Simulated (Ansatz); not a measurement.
Crystals of one structure type (Cu3Au type) and one family of elements, relaxed and computed with plane-wave PAW LDA (Ansatz code).

```
crystal  V (Å³/atom)  highest Γ mode, no LO–TO term (cm⁻¹)
-------  -----------  ------------------------------------
TiRh3          13.40                                   232
HfRh3          14.43                                     ?
ZrRh3          14.56                                   222
ZrIr3          14.95                                   215
```

### Question
Fit a straight line to ln ω against ln V and predict the withheld value.

### Answer
Least squares on the 3 shown rows: ln ω = -0.66 × ln V + (7.162), with a scatter of 1 %. For HfRh3 this gives 221. The run itself gave 216, outside the scatter: the line misses something about this case.

Standing as an ambient phase not checked: TiRh3, Cu3Au type; HfRh3, Cu3Au type; ZrRh3, Cu3Au type; ZrIr3, Cu3Au type. All cells were relaxed under the symmetry of their starts (and spin orders); stability against distortions was not tested throughout. Rows with no word on spin ran without spin polarisation. Scalar-relativistic: spin–orbit coupling is off unless named, which matters more the heavier the elements.

Potentials: the later of the program's two PAW sets.
